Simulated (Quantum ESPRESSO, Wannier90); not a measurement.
**Wannierisation of Rh (fcc (Cu type))**

```xyz
1
Lattice="0.0000 1.9030 1.9030 1.9030 0.0000 1.9030 1.9030 1.9030 0.0000" Properties=species:S:1:pos:R:3 pbc="T T T"
Rh     0.0000     0.0000     0.0000
```

Structure: Materials Project mp-74, symmetrised, not relaxed again. This is the element's usual structure. Level: PBEsol, no spin polarisation, no spin-orbit coupling; pw.x of Quantum ESPRESSO at 71 Ry with PseudoDojo potentials, 12×12×12 k-points, Wannier90. Density: 18×18×18 mesh, cold smearing 0.01 Ry.

A tight-binding model is made by disentanglement and projection with no localisation steps (num_iter = 0), so the 9 orbitals stay atom-like: hydrogen-like Rh: s;p;d, axes along x, y, z; frozen window up to 1.50 eV relative to the Fermi level. It follows pw.x to 1.9 meV rms for states up to 1.0 eV relative to the Fermi level. Matrix elements depend on this choice of orbitals and windows.

Which pairs of orbitals on different sites are coupled most strongly? Give distance, modulus and how many such pairs a cell has.


```csv
orbital,orbital,distance of the centres (Å),modulus (eV),pairs
Rh px,Rh py,2.69,2.17,4
Rh px,Rh pz,2.69,2.17,4
Rh py,Rh pz,2.69,2.17,4
Rh py,Rh s,2.69,1.52,8
Rh px,Rh s,2.69,1.52,8
Rh pz,Rh s,2.69,1.52,8
Rh py,Rh py,2.69,1.37,4
Rh px,Rh px,2.69,1.37,4
Rh pz,Rh pz,2.69,1.37,4
Rh s,Rh s,2.69,0.95,6
Rh dxy,Rh dxy,2.69,0.70,2
Rh dyz,Rh dyz,2.69,0.70,2
Rh dxz,Rh dxz,2.69,0.70,2
Rh dxy,Rh py,2.69,0.66,4
Rh dyz,Rh pz,2.69,0.66,4
Rh dyz,Rh py,2.69,0.66,4
Rh dxy,Rh px,2.69,0.66,4
Rh dxz,Rh px,2.69,0.66,4
Rh dxz,Rh pz,2.69,0.66,4
Rh dxy,Rh s,2.69,0.63,4
Rh dyz,Rh s,2.69,0.63,4
Rh dxz,Rh s,2.69,0.63,4
Rh dx2-y2,Rh pz,2.69,0.54,8
Rh dx2-y2,Rh dx2-y2,2.69,0.51,2
Rh px,Rh px,3.81,0.47,1
Rh py,Rh py,3.81,0.47,1
Rh pz,Rh pz,3.81,0.47,1
Rh dz2,Rh px,2.69,0.47,8
Rh dz2,Rh py,2.69,0.47,8
Rh dz2,Rh s,2.69,0.44,4
```
